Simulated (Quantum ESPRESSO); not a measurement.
## AlMo3Ga2Ti2 (one composition in several site orders)

A calculation, not a measurement. The program is pw.x of Quantum ESPRESSO 7.5 (plane-wave density functional theory). The cell is made up: eight metal atoms on a hexagonal close-packed lattice, with elements, volume, strain and displacements drawn at random and not relaxed, so it may be unstable or far from any real phase. PseudoDojo standard norm-conserving files set the functional (PBE unless stated); there is no spin polarisation or spin-orbit coupling, the Fermi-Dirac width of 0.25 eV means electrons at about 2900 K, and the masses in the input are unused placeholders. A spin test at this wide smearing found no moment, but such smearing suppresses magnetism that the real alloy may have.

The runs put one composition on the sites in different orders. Cell, positions, cutoff, mesh and smearing stay as in the input of run 1; sites are counted in its order. Stress in the tables is positive in tension.

Input of run 1:

```
&control calculation='scf', pseudo_dir='./dojo.nc.sr.pbe.v0_5.standard.upf', outdir='./o', disk_io='minimal', tprnfor=.true., tstress=.true. /
&system ibrav=0, nat=8, ntyp=4, nbnd=62, ecutwfc=84.00895049, nosym=.true., tot_charge=0,
 occupations='smearing', smearing='fd', degauss=0.0183746611
/
&electrons conv_thr=1.470e-08, electron_maxstep=70, mixing_beta=0.5 /
ATOMIC_SPECIES
Al 1.0 Al.upf
Ga 1.0 Ga.upf
Mo 1.0 Mo.upf
Ti 1.0 Ti.upf
CELL_PARAMETERS angstrom
2.7856 -0.0477 0.0282
-0.0826 4.747 -0.0073
0.0938 -0.0141 9.0994
ATOMIC_POSITIONS angstrom
Al 0.2496 -0.0812 -0.049
Mo 0.0706 -0.1112 4.7809
Ga -0.0067 1.5722 2.2516
Ti 0.1592 1.4464 6.8852
Mo 1.3745 2.2975 0.1061
Mo 1.3746 2.4631 4.7025
Ga 1.4927 4.0228 2.1438
Ti 1.3908 3.8407 6.8524
K_POINTS automatic
8 5 3 1 1 1
```

```
run  elements on sites 1 to 8  free energy less that of run 1 (eV)  -TS (eV)  pressure (GPa)  stress xx (GPa)  stress yy (GPa)  stress zz (GPa)  stress yz (GPa)  stress xz (GPa)  stress xy (GPa)  iterations
  1   Al Mo Ga Ti Mo Mo Ga Ti                                0.000    -1.498           17.64           -18.81           -19.59           -14.52             1.11             0.25            -1.11          22
  2   Al Mo Mo Mo Ga Ti Ga Ti                               -0.351    -1.547           15.23           -16.20           -15.04           -14.43             1.50             0.29            -1.01          21
  3   Mo Ti Mo Ti Al Ga Mo Ga                               -1.576    -1.476           12.54           -14.59           -10.93           -12.11            -1.37             2.01            -0.88          19
  4   Mo Ga Mo Al Ga Ti Mo Ti                               -1.039    -1.457           14.13           -14.52           -14.18           -13.67            -0.03             0.86            -1.62          20
  5   Ga Mo Ti Ga Al Ti Mo Mo                               -0.656    -1.420           15.09           -18.53           -13.34           -13.40             0.03             1.74            -1.13          19
  6   Ti Ga Mo Mo Al Mo Ti Ga                               -1.054    -1.406           13.28           -10.65           -15.02           -14.18            -0.88             0.12             0.74          20
```

Forces Fx Fy Fz (eV/Å):

| site | run 1 | run 2 | run 3 | run 4 | run 5 | run 6 |
| --- | --- | --- | --- | --- | --- | --- |
| 1 | -0.84 0.02 0.34 | -0.63 0.38 0.33 | -0.65 0.60 -0.17 | -0.41 0.36 -0.01 | -0.75 0.25 0.26 | -0.54 0.38 -0.29 |
| 2 | -0.28 2.09 -3.07 | -0.09 1.96 -2.87 | 0.29 1.72 -2.31 | 0.11 2.04 -2.20 | 0.07 1.52 -3.10 | 0.07 1.77 -1.98 |
| 3 | 0.15 0.26 1.33 | 0.26 0.28 0.60 | 0.04 0.41 1.39 | 0.06 0.44 1.19 | 0.14 0.37 0.58 | -0.08 0.53 0.79 |
| 4 | -0.27 0.33 0.35 | -0.39 0.20 1.10 | -0.78 0.50 0.40 | -0.61 0.44 0.15 | -0.36 0.91 0.52 | -0.20 0.63 1.06 |
| 5 | 0.77 0.18 -0.23 | 0.30 0.10 -0.89 | 0.61 -0.30 -0.83 | 0.54 -0.08 -0.71 | 0.34 0.16 -0.82 | 0.72 -0.13 -0.75 |
| 6 | 0.24 -1.80 -2.18 | 0.20 -1.69 -2.02 | 0.15 -1.86 -1.30 | 0.37 -2.34 -1.17 | 0.26 -1.70 -0.76 | -0.24 -2.28 -1.86 |
| 7 | -0.22 -0.52 1.45 | -0.38 -0.77 1.61 | -0.25 -0.69 1.89 | -0.12 -0.71 2.22 | -0.32 -0.83 1.58 | -0.22 -0.62 2.07 |
| 8 | 0.45 -0.57 2.01 | 0.73 -0.47 2.16 | 0.59 -0.37 0.92 | 0.07 -0.15 0.54 | 0.61 -0.67 1.75 | 0.48 -0.28 0.96 |

The sites are displaced and not relaxed, so the energy differences mix bonding between neighbours with strain and are not ordering energies. A rerun of one cell of this series at a higher cutoff and on a denser mesh moved values by no more than 0.006 eV in energy, 0.10 GPa in stress and 0.009 eV/Å in force, and a second program with other atomic files agreed on that cell to 2 % rms in force and 0.5 GPa in pressure.